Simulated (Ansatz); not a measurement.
## MoS₂ — ⁹⁷Mo nuclear quadrupole resonance

Cell: an entry of the Crystallography Open Database (COD).

```cif
data_MoS2
_symmetry_space_group_name_H-M 'P6_3/mmc'
_symmetry_Int_Tables_number 194
_cell_length_a 3.1690
_cell_length_b 3.1690
_cell_length_c 12.3240
_cell_angle_alpha 90.000
_cell_angle_beta 90.000
_cell_angle_gamma 120.000
loop_
_atom_site_label
_atom_site_type_symbol
_atom_site_symmetry_multiplicity
_atom_site_Wyckoff_symbol
_atom_site_fract_x
_atom_site_fract_y
_atom_site_fract_z
Mo Mo 2 c 0.3333 0.6667 0.2500
S S 4 f 0.3333 0.6667 0.6230
```

One atom of each set is listed.

Method: Kohn–Sham DFT in Ansatz, PBE, plane waves and PAW, scalar-relativistic, collinear spin, 420 eV cutoff, Γ-centred 11×11×3 k-points, Fermi–Dirac smearing 0.02 eV. Start moments as typed (μB): 2 on each Mo, none on the rest.

⁹⁷Mo: I = 5/2, Q = 255.0 mb (year-2017 value). Static lattice, zero field.

Task: The simulated lines lie at 6.97, 13.9 MHz. What are |C_Q|, η and |V_zz| at Mo?

Result: For I = 5/2 and η = 0 the lines are 3|C_Q|/20 and twice that; η pulls their ratio below 2. Here |C_Q| = 46.5 MHz, η = 0.00 and |V_zz| = 7.53 × 10²¹ V/m². The calculation gives V_zz negative; the lines don't show the sign. The site has 6 S at 2.41 Å.

An axis of threefold or higher order runs through Mo, so V_zz lies along it and η is zero.

Without spin–orbit coupling (the program notes it for Mo) the gradients can shift somewhat, as the gap is small. The start moments die out, and the run ends without spin.
